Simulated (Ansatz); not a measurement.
An Ansatz (a program for electronic structure) run. Input:

Ansatz 0.2 input:
```yaml
crystal:
  lattice:
    - [7.7802517296, -2.918050547, 0.0]
    - [7.7802517296, 2.918050547, 0.0]
    - [0.0, 0.0, 5.5798286498]
  atoms:
    - { symbol: Li, position: [0.2500328409, 0.7499671591, 0.4999296853] }
    - { symbol: Li, position: [0.7499671591, 0.2500328409, 0.5000703146] }
    - { symbol: Li, position: [0.2499671591, 0.7500328409, 0.9999296854] }
    - { symbol: Li, position: [0.7500328409, 0.2499671591, 0.0000703146] }
    - { symbol: Li, position: [0.5712838799, 0.7500852859, 0.7499932689] }
    - { symbol: Li, position: [0.4287161201, 0.2499147141, 0.2500067311] }
    - { symbol: Li, position: [0.9287161201, 0.7499147141, 0.2499932689] }
    - { symbol: Li, position: [0.0712838799, 0.2500852859, 0.7500067311] }
    - { symbol: Li, position: [0.7500852859, 0.5712838799, 0.2500067311] }
    - { symbol: Li, position: [0.2499147141, 0.4287161201, 0.7499932689] }
    - { symbol: Li, position: [0.7499147141, 0.9287161201, 0.7500067311] }
    - { symbol: Li, position: [0.2500852859, 0.0712838799, 0.2499932689] }
kpoints:
  mp_grid: { grid: [11, 11, 11] }
hamiltonian:
  xc: r2scan
  pseudopotentials: { kind: paw }
scf:
  occupations: { method: fermi_dirac, width: 0.1 }
elastic: { mode: relaxed_ion, stencil: two_point, amplitude: 0.005, f_tol: 0.0005 }
```

Output (shortened):

```
Pseudopotential: Li, paw, valence charge 3
Functional definition: r2SCAN
Crystal: 12 atoms, lattice volume = 253.360 Å³
Basis set: ecut = 500 eV, 6407 PW (Γ), exchange–correlation on 256×256×180 points (64 copies of the dense FFT grid, shifted against one another)
Bands: 30, of which v1, the nominal top of the filled ones, is band 18 counted from 1 (17 counted from 0)
Symmetry: 8 space group operations
Space group: Cmce (ITA 64), of the structure as read, at distance tolerance 6.3e-5 Å
k-points: 216 of 1331
SCF 1 converged in 10 iterations: F = -2461.184981 eV  dr2 = 3.22e-14
relax step   1: F+E_penalty+E_count = -2461.18498114 eV  Δ(F+E_penalty+E_count) = +0.000e0 eV  max|allowed force component| = 1.754e-3 eV/Å  Δτ_max = 0.0000 Å  (10 SCF iters, accepted)
Crystal: 12 atoms, lattice volume = 253.360 Å³
SCF 2 converged in 10 iterations: F = -2461.185011 eV  dr2 = 7.08e-14
relax step   2: F+E_penalty+E_count = -2461.18501073 eV  Δ(F+E_penalty+E_count) = -2.958e-5 eV  max|allowed force component| = 7.742e-4 eV/Å  Δτ_max = 0.0029 Å  (10 SCF iters, accepted)
Crystal: 12 atoms, lattice volume = 253.360 Å³
SCF 3 converged in 9 iterations: F = -2461.185016 eV  dr2 = 2.76e-15
relax step   3: F+E_penalty+E_count = -2461.18501637 eV  Δ(F+E_penalty+E_count) = -5.640e-6 eV  max|allowed force component| = 2.427e-4 eV/Å  Δτ_max = 0.0018 Å  (9 SCF iters, accepted)
Crystal: 12 atoms, lattice volume = 253.360 Å³
SCF 4 converged in 4 iterations: F = -2461.185016 eV  dr2 = 3.14e-14
Crystal: 12 atoms, lattice volume = 253.360 Å³
SCF 5 converged in 2 iterations: F = -2461.185016 eV  dr2 = 1.11e-14
Crystal: 12 atoms, lattice volume = 252.093 Å³
Basis set: ecut = 500 eV, 6391 PW (Γ), exchange–correlation on 256×256×180 points (64 copies of the dense FFT grid, shifted against one another)
SCF 6 converged in 9 iterations: F = -2461.183657 eV  dr2 = 5.41e-14
relax step   1: F+E_penalty+E_count = -2461.18365682 eV  Δ(F+E_penalty+E_count) = +0.000e0 eV  max|allowed force component| = 2.266e-3 eV/Å  Δτ_max = 0.0000 Å  (9 SCF iters, accepted)
Crystal: 12 atoms, lattice volume = 252.093 Å³
SCF 7 converged in 9 iterations: F = -2461.183726 eV  dr2 = 5.28e-14
relax step   2: F+E_penalty+E_count = -2461.18372596 eV  Δ(F+E_penalty+E_count) = -6.914e-5 eV  max|allowed force component| = 2.924e-4 eV/Å  Δτ_max = 0.0068 Å  (9 SCF iters, accepted)
Crystal: 12 atoms, lattice volume = 252.093 Å³
SCF 8 converged in 2 iterations: F = -2461.183726 eV  dr2 = 2.38e-14
Crystal: 12 atoms, lattice volume = 254.626 Å³
Basis set: ecut = 500 eV, 6443 PW (Γ), exchange–correlation on 256×256×180 points (64 copies of the dense FFT grid, shifted against one another)
SCF 9 converged in 9 iterations: F = -2461.185055 eV  dr2 = 9.72e-14
relax step   1: F+E_penalty+E_count = -2461.18505481 eV  Δ(F+E_penalty+E_count) = +0.000e0 eV  max|allowed force component| = 2.334e-3 eV/Å  Δτ_max = 0.0000 Å  (9 SCF iters, accepted)
Crystal: 12 atoms, lattice volume = 254.626 Å³
SCF 10 converged in 10 iterations: F = -2461.185123 eV  dr2 = 8.75e-16
relax step   2: F+E_penalty+E_count = -2461.18512269 eV  Δ(F+E_penalty+E_count) = -6.788e-5 eV  max|allowed force component| = 3.532e-4 eV/Å  Δτ_max = 0.0067 Å  (10 SCF iters, accepted)
Crystal: 12 atoms, lattice volume = 254.626 Å³
SCF 11 converged in 2 iterations: F = -2461.185123 eV  dr2 = 3.92e-16
Crystal: 12 atoms, lattice volume = 252.093 Å³
[...]
Crystal: 12 atoms, lattice volume = 253.358 Å³
SCF 107 converged in 9 iterations: F = -2461.358671 eV  dr2 = 7.43e-15
relax step  12: F+E_penalty+E_count = -2461.35867052 eV  Δ(F+E_penalty+E_count) = -1.039e-5 eV  max|allowed force component| = 1.681e-4 eV/Å  Δτ_max = 0.0026 Å  (9 SCF iters, accepted)
Crystal: 12 atoms, lattice volume = 253.358 Å³
SCF 108 converged in 2 iterations: F = -2461.358671 eV  dr2 = 3.16e-15
4 of the elastic batch's strained cells closed on another state than the unstrained crystal's, so that the constants are between two states. The farthest is the member of strain η5, δ = +5.0e-3: the two states' filled orbitals part by 0.998, averaged over the …
WARN: C55 and the rest of its column (C15 to C65, from strain 13), C66 and the rest of its column (C16 to C66, from strain 12), every constant that the …
SCF converged after 2 iterations
Stability not checked: this state was not tested for a lower state beside it, because too few of the mixer's solves of this state at the end of the SCF gave a …
Free energy (F): -2461.185016 eV
Harris-Foulkes:  -2461.185016 eV  (|F-HF|=1.36e-12)
Internal energy: -2461.006572 eV  (E = F + TS)
E sigma→0 (E₀):  -2461.095794 eV
Entropy (-TS):   -0.178445 eV (-14.870 meV/atom)
Fermi energy:    0.904862 eV
--- Per-component energies (eV) ---
  E_band       = -1141.741021
  E_kinetic    = 253.501962
  E_local      = -1612.843824  (includes V_loc(G=0)·N_el)
  E_nonlocal   = -399.937101
  E_hartree    = 480.776247
  E_xc         = -115.015771
  E_vxc        = -163.858737  (∫ρ·V_xc dr)
  E_paw        = -261.813936  (= ΣΔE_a)
  E_vpaw       = -190.069994  (= ΣTr[D̂ρ^β])
  E_aug_tail   = -0.001213  (compensation charges beyond the density's cutoff)
  E_vtau       = 9.915396  (kinetic-family band-sum trace: ∫τ·v_τ [+ j·A + Jᵃ·Aᵃ] dr)
  E_ewald      = -805.672935
  E_smearing   = -0.178445  (= −TS)
  E_closure    = 0.000000  (closes the sum)
  Σ components = -2461.185016   (vs F -2461.185016, Δ=0.00e0)
--- Forces (eV/Å), atoms counted from 1 ---
  atom   1  Li     0.00000000    -0.00000788     0.00001395
  atom   2  Li     0.00000000     0.00000788    -0.00001395
  atom   3  Li     0.00000000     0.00000788     0.00001395
  atom   4  Li     0.00000000    -0.00000788    -0.00001395
  atom   5  Li    -0.00024270     0.00005826    -0.00000146
  atom   6  Li     0.00024270    -0.00005826     0.00000146
  atom   7  Li     0.00024270    -0.00005826    -0.00000146
  atom   8  Li    -0.00024270     0.00005826     0.00000146
  atom   9  Li    -0.00024270    -0.00005826     0.00000146
  atom  10  Li     0.00024270     0.00005826    -0.00000146
  atom  11  Li     0.00024270     0.00005826     0.00000146
  atom  12  Li    -0.00024270    -0.00005826    -0.00000146
  max |Σ_I F_I| component: 4.34e-19 eV/Å
--- Stress (GPa, compression-positive) ---
        0.088254       0.000000       0.000000
        0.000000      -0.100141       0.000000
        0.000000       0.000000       0.075392
  P = ⅓ Tr σ = 0.0212 GPa (0.212 kbar)
--- Band table (eV; the first three rows and the last of 216) ---
  k-point 0: bands = ["-47.3465", "-47.3373", "-47.3356", "-47.3334", "-47.3272", "-47.3271", "-47.3250", "-47.3192", "-47.2291", "-47.2185", "-47.2123", "-47.2023", "-2.9170", "-0.9074", "-0.8755", "0.6567", "0.6793", "0.8289", "0.9904", "1.7717", "1.8004", …
  k-point 1: bands = ["-47.3463", "-47.3371", "-47.3358", "-47.3332", "-47.3273", "-47.3273", "-47.3249", "-47.3193", "-47.2288", "-47.2181", "-47.2127", "-47.2026", "-2.8840", "-0.8727", "-0.8399", "0.2529", "0.6950", "0.8552", "1.2924", "1.7958", "1.8004", …
  k-point 2: bands = ["-47.3456", "-47.3365", "-47.3364", "-47.3329", "-47.3279", "-47.3277", "-47.3245", "-47.3196", "-47.2278", "-47.2172", "-47.2136", "-47.2035", "-2.7848", "-0.7687", "-0.7335", "-0.3034", "0.8094", "0.9327", "1.3809", "1.6593", "1.7944", …
  k-point 215: bands = ["-47.3414", "-47.3399", "-47.3329", "-47.3314", "-47.3310", "-47.3301", "-47.3226", "-47.3217", "-47.2217", "-47.2193", "-47.2117", "-47.2094", "-1.6026", "-1.4765", "-1.2433", "-1.1166", "0.7469", "1.0018", "1.8246", "2.2794", …
--- Elastic constants: 6 strain directions × 2 members + reference (group order 8) ---
  dense FFT box of the reference and of every strained cell: 64×64×45
  strains applied: 11, 22, 33, 23, 13, 12; error gains …
  reference relaxed by the batch: 3 steps …
  largest displacement 4.4e-3 Å; the constants are those of the deck's cell at these positions:
  atoms:
    - { symbol: Li, position: [0.25000190629015173, 0.7499980937098482, 0.4999564195079245] }
    - { symbol: Li, position: [0.7499980937098482, 0.25000190629015173, 0.5000435804920758] }
    - { symbol: Li, position: [0.2499980937098481, 0.7500019062901517, 0.9999564195079245] }
    - { symbol: Li, position: [0.7500019062901517, 0.2499980937098481, 4.358049207559156e-5] }
    - { symbol: Li, position: [0.570503329206707, 0.7508160590052768, 0.7499982418406999] }
    - { symbol: Li, position: [0.4294966707932929, 0.24918394099472319, 0.2500017581593003] }
    - { symbol: Li, position: [0.9294966707932928, 0.7491839409947232, 0.24999824184069977] }
    - { symbol: Li, position: [0.07050332920670707, 0.2508160590052768, 0.7500017581593005] }
    - { symbol: Li, position: [0.7508160590052768, 0.570503329206707, 0.2500017581593003] }
    - { symbol: Li, position: [0.24918394099472319, 0.4294966707932929, 0.7499982418406999] }
    - { symbol: Li, position: [0.7491839409947232, 0.9294966707932928, 0.7500017581593005] }
    - { symbol: Li, position: [0.2508160590052768, 0.07050332920670707, 0.24999824184069977] }
  C = ∂σ_k/∂η_j (tension-positive GPa; Voigt order 11 22 33 23 13 12):
        29.948      2.035      6.516      0.000      0.000      0.000
         1.837     34.140      0.054      0.000      0.000      0.000
         6.510      0.218     28.907      0.000      0.000      0.000
         0.000      0.000      0.000      0.900      0.000      0.000
         0.000      0.000      0.000      0.000     80.554      0.000
         0.000      0.000      0.000      0.000      0.000     -2.354
  reference stress σ⁰ (GPa):     -0.088      0.100     -0.075      0.000      0.000      0.000
  moduli (Voigt/Reuss/Hill, GPa): K = 12.24/12.22/12.23   G = 21.45/5.91/13.68   E = 29.89   ν = 0.093
  mechanically stable: NO (min eigenvalue of sym C = -2.35 GPa)
  harmonic check of the ions' relaxations: strain 13: 1 of 1 pair far from harmonic (see the warning); strain 12 …
  the stresses are not corrected for the forces that the relaxations left standing (`elastic.f_tol`)
  strain η (Voigt 11):  stress-route row diagonal C_11 = 29.95 GPa, energy-path curvature d²(F+E_count+ΔE)/dδ²/Ω₀ = 29.95 GPa
         δ    σ_11 (GPa)             F (eV)   n_scf  n_hpsi   n_pw
    -5.000e-3      -0.2378       -2461.1837260       2   45930   6429   relax 2 steps, max|allowed force component| 2.92e-4 eV/Å
     5.000e-3       0.0617       -2461.1851227       2   45961   6489   relax 2 steps, max|allowed force component| 3.53e-4 eV/Å
  strain η (Voigt 22):  stress-route row diagonal C_22 = 34.14 GPa, energy-path curvature d²(F+E_count+ΔE)/dδ²/Ω₀ = 34.14 GPa
         δ    σ_22 (GPa)             F (eV)   n_scf  n_hpsi   n_pw
    -5.000e-3      -0.0728       -2461.1851267       2   45947   6432   relax 2 steps, max|allowed force component| 2.84e-4 eV/Å
     5.000e-3       0.2686       -2461.1835567       2   45923   6493   relax 2 steps, max|allowed force component| 1.43e-4 eV/Å
  strain η (Voigt 33):  stress-route row diagonal C_33 = 28.91 GPa, energy-path curvature d²(F+E_count+ΔE)/dδ²/Ω₀ = 28.90 GPa
         δ    σ_33 (GPa)             F (eV)   n_scf  n_hpsi   n_pw
    -5.000e-3      -0.2220       -2461.1838425       2   46103   6433   relax 3 steps, max|allowed force component| 3.80e-4 eV/Å
     5.000e-3       0.0670       -2461.1850481       2   46099   6500   relax 2 steps, max|allowed force component| 1.84e-4 eV/Å
  strain η (Voigt 23):  stress-route row diagonal C_44 = 0.90 GPa, energy-path curvature d²(F+E_count+ΔE)/dδ²/Ω₀ = 0.89 GPa
         δ    σ_23 (GPa)             F (eV)   n_scf  n_hpsi   n_pw
    -5.000e-3      -0.0045       -2461.1849988       2   77977   6461   relax 3 steps, max|allowed force component| 1.12e-5 eV/Å
     5.000e-3       0.0045       -2461.1849988       2   77978   6461   relax 2 steps, max|allowed force component| 7.93e-5 eV/Å
  strain η (Voigt 13):  stress-route row diagonal C_55 = 80.55 GPa, energy-path curvature d²(F+E_count+ΔE)/dδ²/Ω₀ = -22216.29 GPa
         δ    σ_13 (GPa)             F (eV)   n_scf  n_hpsi   n_pw
    -5.000e-3      -0.4028       -2461.6241606       2   77497   6459   relax 25 steps, max|allowed force component| 4.20e-4 eV/Å
     5.000e-3       0.4028       -2461.6241636       2   77678   6459   relax 24 steps, max|allowed force component| 2.86e-4 eV/Å
  strain η (Voigt 12):  stress-route row diagonal C_66 = -2.35 GPa, energy-path curvature d²(F+E_count+ΔE)/dδ²/Ω₀ = -8785.14 GPa
         δ    σ_12 (GPa)             F (eV)   n_scf  n_hpsi   n_pw
    -5.000e-3       0.0118       -2461.3586705       2   78645   6459   relax 12 steps, max|allowed force component| 1.68e-4 eV/Å
     5.000e-3      -0.0118       -2461.3586705       2   78644   6459   relax 12 steps, max|allowed force component| 1.68e-4 eV/Å
```

Cost: around 6 core-hours (rough) on shared cores.

Space group Pmma. The first step of the workflow began from a Materials Project structure, measured or hypothetical; the Crystallography Open Database copy checked does not list it. It is not the phase usual at ambient conditions (space group No. 229). The cell was relaxed with r²SCAN under the symmetry of its start; whether a distortion lowers the energy is not shown. Point labels and valley counts follow the cell and symmetry of the run, lower than the named group. Axis ratios of metals converge slowly with the k-mesh, so a and c are less sure than the volume.

Potentials: the later of the program's two PAW sets.

Ansatz is a plane-wave DFT program.
